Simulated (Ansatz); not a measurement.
Starting cell, MoTe2 (2H-MoS2 type, space group P6_3/mmc):

```yaml
crystal:
  lattice:
    - [3.54193, 0.00000, 0.00000]
    - [-1.77097, 3.06740, 0.00000]
    - [0.00000, 0.00000, 14.18201]
  atoms:
    - { symbol: Mo, position: [0.33333, 0.66667, 0.75000] }
    - { symbol: Mo, position: [0.66667, 0.33333, 0.25000] }
    - { symbol: Te, position: [0.33333, 0.66667, 0.12347] }
    - { symbol: Te, position: [0.66667, 0.33333, 0.62347] }
    - { symbol: Te, position: [0.66667, 0.33333, 0.87653] }
    - { symbol: Te, position: [0.33333, 0.66667, 0.37653] }
```

Scan: atom 5 (Te, nearest neighbour Mo at 2.721 Å; its periodic images, 3.5 Å or more away, move with it) is displaced along Cartesian [111], direction (0.577, 0.577, 0.577) in Cartesian axes, by s. The other atoms stay.

Computed with r2SCAN+rVV10 (plane waves to 500 eV, PAW, scalar-relativistic; Ansatz, an electronic-structure program). k mesh 9×9×2 (Γ-centred), Fermi-Dirac smearing 0.05 eV. The energy includes the smearing's −TS. Left out: 1 of 11 points, with atoms too close for the PAW data. As the smearing reaches across the gap at some points, energies and forces of such displacements shift with the k mesh and the smearing. MoTe2 is run without spin polarisation. MoTe2 was relaxed with its symmetry unable to fall. Spin-orbit coupling is left out, though Te is heavy. The PAW data are Ansatz's earlier set. ΔE is measured from the undisplaced structure. The last digit holds for this mesh only.

```tsv
s (Å)	ΔE (meV/cell)
-0.656	2928.2
-0.492	1523.4
-0.328	611.1
-0.164	136.2
0.000	0.0
0.164	105.3
0.328	366.7
0.492	713.5
0.656	1090.8
0.820	1456.9
```

Q: What force constant k = d²E/ds² at s = 0 does the table give?

A: 8.9 eV/Å². It is the second difference of the nearest points, corrected with the next pair.

Q: With k = 8.95 eV/Å² from the forces, is the well harmonic out to s = 0.820 Å?

A: ½ks² = 3008 meV/cell against the computed 1457 meV/cell, so the well is softer than harmonic there.

(For displaced atoms, the force is minus the slope of the energy, and its curvature is a force constant, which sets phonon frequencies.)
